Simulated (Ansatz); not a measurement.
## Na3Sc2B3O9 — ²³Na NMR of the central transition

Cell: a computed structure from the Materials Project (it need not be an observed phase), taken as it stands.

Space group R-3c:H (No. 167); a = 8.6931, c = 20.1005 Å, γ = 120.00°.

```
site  Wyckoff  site symmetry       x       y       z
  Na      18e             .2  0.0012  0.3333  0.5833
  Sc      12c             3.  0.0000  0.0000  0.8281
   B      18e             .2  0.3278  0.3333  0.5833
 O17      36f              1  0.4494  0.1432  0.4571
 O22      18e             .2  0.8212  0.8212  0.7500
```

One atom of each set is listed; the run and its k-mesh use a cell of 34 atoms with edges of 8.37, 8.37, 8.37 Å.

Method: Kohn–Sham DFT in Ansatz, PBE, plane waves and PAW, scalar-relativistic, 420 eV cutoff, Γ-centred 3×3×3 k-points, Fermi–Dirac smearing 0.02 eV.

²³Na has I = 3/2 and Q = 104.0 mb (Pyykkö 2018); at 35.2 T its Larmor frequency is ν₀ = 396.7 MHz. Only the quadrupole interaction is simulated: positions count from each site's isotropic chemical shift, and J coupling is left out, as are shift anisotropy and dipolar coupling, which fast spinning averages.

(1) Simulate the second-order pattern (fast magic-angle spinning, Gaussian broadening 0.06 kHz) of site Na (8 O at 2.46–2.85 Å; also 1 B at 2.84 Å).

## Answers

(1) The calculation gives C_Q = -3.45 MHz and η = 0.91, so ν_Q = 1.73 MHz and the centre of gravity lies at -2.42 ppm (-0.959 kHz).

offset (kHz), height and a bar:
```
   -2.263          0 
   -2.201          0 
   -2.140          4 #
   -2.078         10 ###
   -2.017         16 #####
   -1.955         17 #####
   -1.893         18 #####
   -1.832         18 #####
   -1.770         19 ######
   -1.709         20 ######
   -1.647         21 ######
   -1.586         22 ######
   -1.524         23 #######
   -1.463         24 #######
   -1.401         25 ########
   -1.340         27 ########
   -1.278         30 #########
   -1.217         44 #############
   -1.155         74 ######################
   -1.094         97 #############################
   -1.032        100 ##############################
   -0.971         94 ############################
   -0.909         72 #####################
   -0.848         59 ##################
   -0.786         52 ################
   -0.725         47 ##############
   -0.663         43 #############
   -0.601         40 ############
   -0.540         37 ###########
   -0.478         35 ###########
   -0.417         33 ##########
   -0.355         32 #########
   -0.294         30 #########
   -0.232         29 #########
   -0.171         28 ########
   -0.109         27 ########
   -0.048         24 #######
    0.014          8 ##
    0.075          0 
    0.137          0
```
